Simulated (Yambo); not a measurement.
Optical response of BaZn

```
CELL_PARAMETERS angstrom
      4.07851     0.00000     0.00000
      0.00000     4.07851     0.00000
      0.00000     0.00000     4.07851
ATOMIC_POSITIONS crystal
  Zn 0.50000 0.50000 0.50000
  Ba 0.00000 0.00000 0.00000
```

Yambo, RPA with local fields on PBEsol bands; 8×8×8 mesh, 94 bands, 4 Ry local-field block, 0.25 eV broadening; field along x.

| E (eV) | Im ε | Im ε, independent particles |
|---|---|---|
| 0.6 | 19.4 | 19.6 |
| 1.1 | 18.5 | 18.6 |
| 1.6 | 13.3 | 13.4 |
| 2.1 | 12.3 | 12.1 |
| 2.6 | 4.83 | 5.07 |
| 3.1 | 4.28 | 4.93 |
| 3.6 | 3.94 | 4.94 |
| 4.1 | 4.14 | 5.21 |
| 4.6 | 2.91 | 3.41 |
| 5.1 | 2.12 | 2.39 |
| 5.6 | 2.20 | 2.61 |
| 6.1 | 1.88 | 1.88 |
| 6.6 | 1.38 | 1.18 |
| 7.1 | 1.19 | 1.08 |
| 7.6 | 1.03 | 0.96 |
| 8.1 | 0.90 | 0.75 |
| 8.6 | 1.05 | 0.94 |
| 9.1 | 0.93 | 0.75 |
| 9.6 | 0.72 | 0.54 |
| 10.1 | 0.56 | 0.39 |
| 10.6 | 0.46 | 0.33 |
| 11.1 | 0.45 | 0.30 |
| 11.6 | 0.42 | 0.31 |
| 12.1 | 0.39 | 0.32 |
| 12.6 | 0.38 | 0.36 |
| 13.1 | 0.50 | 0.67 |
| 13.6 | 0.56 | 1.22 |
| 14.1 | 0.72 | 1.86 |
| 14.6 | 0.62 | 1.61 |
| 15.1 | 0.78 | 2.15 |
| 15.6 | 0.82 | 1.83 |
| 16.1 | 0.78 | 1.57 |
| 16.6 | 0.58 | 1.46 |
| 17.1 | 0.54 | 1.53 |
| 17.6 | 0.59 | 1.44 |
| 18.1 | 0.59 | 1.19 |
| 18.6 | 0.63 | 1.17 |
| 19.1 | 0.58 | 0.94 |
| 19.6 | 0.54 | 0.85 |

Only interband transitions are included: the Drude term is missing, so nothing below about 0.6 eV and no real part is shown. Peak heights and small wiggles depend on the k mesh.

Geometry of the Materials Project entry, not relaxed at this level.

The structure is a Materials Project entry; no match was found in the copy of COD used, and its stability was not checked.
